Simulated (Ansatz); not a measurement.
**GeN: rattling a relaxed structure**

It was reached by relaxing an invented guess, and it needn't be the stable form of this composition.

Level of theory: DFT PBE, scalar-relativistic, plane waves, PAW in Ansatz 0.2.0. Plane waves to 420 eV, a k mesh through Γ of 10×10×10 on the computed 4-atom cell and Gaussian smearing (0.02 eV); no spin polarisation.

The cell below (4 atoms, space group Imm2 (No. 44)) is relaxed within its symmetry.

```
Ge N
1.0
    -1.54757    3.82891    2.57040
     1.54757   -3.82891    2.57040
     1.54757    3.82891   -2.57040
Ge N
2 2
Cartesian
  1.5476 1.2608 0.5456
  0.0000 2.5681 3.1160
  1.5476 1.9035 -1.2205
  0.0000 1.9254 1.3499
```

For the test a repeat of it with 8 atoms (edges 4.86, 4.86, 6.19 Å) was strained at random (σ = 1.5 % a component), the atoms were moved at random (σ = 0.15 Å), and all was relaxed again on a coarse 4×4×2 mesh (in the run’s order of axes) with 0.10 eV smearing, with no symmetry imposed.

Problem. What happens?

Solution. It returns, within 1 meV/atom of the unmoved cell on that mesh and with the same symmetry when read at 0.1 Å. No instability shows in this cell; modes of other wave vectors, which need another repeat, aren't tested.
